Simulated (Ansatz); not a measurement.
Data:

YGa2:
```xyz
3
Lattice="4.1614 0.0000 0.0000 -2.0807 3.6039 0.0000 0.0000 0.0000 4.0428" Properties=species:S:1:pos:R:3 pbc="T T T"
Ga     0.0000     2.4026     2.0214
Ga     2.0807     1.2013     2.0214
Y      0.0000     0.0000     0.0000
```

This is the PBEsol-relaxed structure. x, y and z are the axes in which the lattice vectors are written.

### Question
All from the program Ansatz at the PBEsol level (PAW), unless another level is named. Estimate the Hill bulk and shear moduli.

### Answer
81.5 and 60.4 GPa.

### Question
And the elastic constants (relaxed ions, GPa)?

### Answer
C11 = 193, C12 = 55.6, C13 = 43.0, C33 = 102, C44 = 62.7.

Space group P6/mmm. The workflow started from an entry of the Crystallography Open Database (COD). Its standing as an ambient phase is unchecked. The PBEsol relaxation kept the symmetry of its start; its stability against distortions is not shown here. No spin polarisation was allowed. As this level gives no gap, shear constants depend on the k-mesh and smearing (Fermi–Dirac, 0.1 eV here). On the denser mesh and wider smearing of the elastic run this cell carries a stress of 0.4 GPa.

Potentials: the later of the program's two PAW sets.
